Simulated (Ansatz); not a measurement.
Computed with DFT PBE, scalar-relativistic, plane waves, PAW in Ansatz 0.2.0. Settings: cutoff 420 eV, Γ-centred meshes spaced at most about 0.3 Å⁻¹, and about 0.25 Å⁻¹ or finer for metals (2π included), Gaussian smearing. Collinear spin in cells that started with moments and kept them past the coarse steps, no spin elsewhere.

All energies are static (0 K, no zero-point motion). All come from trial cells, and lower structures may exist.

Question: Order these relaxed structures of YbTi3 by energy, lowest first, with the energy over the lowest of them.
A.

```
Yb Ti
1.0
     0.00000    3.43400    3.43400
     3.43400    0.00000    3.43400
     3.43400    3.43400    0.00000
Yb Ti
1 3
Direct
  0.00000 0.00000 0.00000
  0.50000 0.50000 0.50000
  0.75000 0.75000 0.75000
  0.25000 0.25000 0.25000
```

B.

```
Yb Ti
1.0
     4.29303    0.00000    0.00000
     0.00000    4.29303    0.00000
     0.00000    0.00000    4.29303
Yb Ti
1 3
Cartesian
  0.0000 0.0000 0.0000
  0.0000 2.1465 2.1465
  2.1465 0.0000 2.1465
  2.1465 2.1465 0.0000
```

C.

```
Yb Ti
1.0
     6.23315    0.00000    0.00000
    -3.11657    5.39806    0.00000
     0.00000    0.00000    4.81285
Yb Ti
2 6
Direct
  0.66667 0.33333 0.75000
  0.33333 0.66667 0.25000
  0.15352 0.30703 0.75000
  0.84648 0.15352 0.25000
  0.84648 0.69297 0.25000
  0.15352 0.84648 0.75000
  0.69297 0.84648 0.75000
  0.30703 0.15352 0.25000
```

D.

```
Yb Ti
1.0
     5.47515    0.00000    0.00000
     0.00000    5.47515    0.00000
     0.00000    0.00000    2.78428
Yb Ti
1 3
Cartesian
  0.0000 0.0000 1.3921
  2.7376 0.0000 1.3921
  0.0000 2.7376 1.3921
  2.7376 2.7376 1.3921
```

Answer: C (0 meV/atom), B (81 meV/atom), A (129 meV/atom), D (776 meV/atom). Forms: C Ni3Sn (D0_19) type, P6_3/mmc, no spin; B Cu3Au (L1_2) type, Pm-3m, no spin; A BiF3 (D0_3) type, Fm-3m, moments up to 1.0 μB; D P4/mmm, moments up to 0.0 μB. Counting all near atoms (those within 1.25 times the shortest distance at each site; a plus sign parts nearer from farther groups): C has Yb 12, Ti 12; B has Yb 12, Ti 12; A has Yb 8+6, Ti 8+6; D has Yb 6, Ti 6. Even the lowest lies +0.24 eV/atom against the elements.

A magnetic state wasn't ruled out in cells without spin, among them Pm-3m. The 4f shell of Yb is treated without a Hubbard U. Another magnetic order may lie lower. Trial moments died out on the coarse mesh in P6_3/mmc; another magnetic start might hold. Cells relaxed within their symmetry can be saddle points. Some structure types and database cells were kept out of the candidates from the start, so a known form may be missing.
